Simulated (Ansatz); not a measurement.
Starting cell, GaP (zinc blende):

```
GaP
1.0
    0.00000     5.50603     5.50603
    2.75302     2.75302     5.50603
    2.75302     2.75302     0.00000
P Ga
2 2
Direct
  0.00000   0.75000   0.75000
  0.50000   0.75000   0.75000
  0.00000   0.00000   0.00000
  0.50000   0.00000   0.00000
```

The atoms are displaced by Q × the pattern below (from a DFPT mode at X = (0.5, 0.5, 0.0), largest move 1; Q in Å), at fixed cell. It is one choice among 2 degenerate patterns. (q is in reciprocal vectors of the primitive cell; the cell shown is doubled to hold the pattern.)

```json
[
 {"atom": "P1", "x": "0.000", "y": "-1.000", "z": "0.000"},
 {"atom": "P2", "x": "0.000", "y": "1.000", "z": "0.000"},
 {"atom": "Ga3", "x": "0.323", "y": "0.000", "z": "0.000"},
 {"atom": "Ga4", "x": "-0.323", "y": "0.000", "z": "0.000"}
]
```

Method: PBE (plane waves to 420 eV, PAW, scalar-relativistic; Ansatz, an electronic-structure program). k mesh 10×10×10 (Γ-centred), Fermi-Dirac smearing 0.05 eV. GaP was relaxed with its symmetry unable to fall. 

```tsv
Q (Å)	−dE/dQ from forces (eV/Å)
-0.280	9.254
-0.233	7.699
-0.187	6.147
-0.140	4.601
-0.093	3.062
-0.047	1.529
0.000	0.000
0.047	-1.529
0.093	-3.062
0.140	-4.601
0.187	-6.147
0.233	-7.699
0.280	-9.254
```

### Question
What harmonic wavenumber does the curvature at Q = 0 give?

### Answer
341 cm⁻¹. E″ = 32.75 eV/Å², M = Σ mᵢ|uᵢ|² = 76.5 u, ν̃ = 521.5·√(|E″|/M).

(A displaced cell: forces are minus the slopes of the energy, force constants its curvatures, and phonons follow from these.)
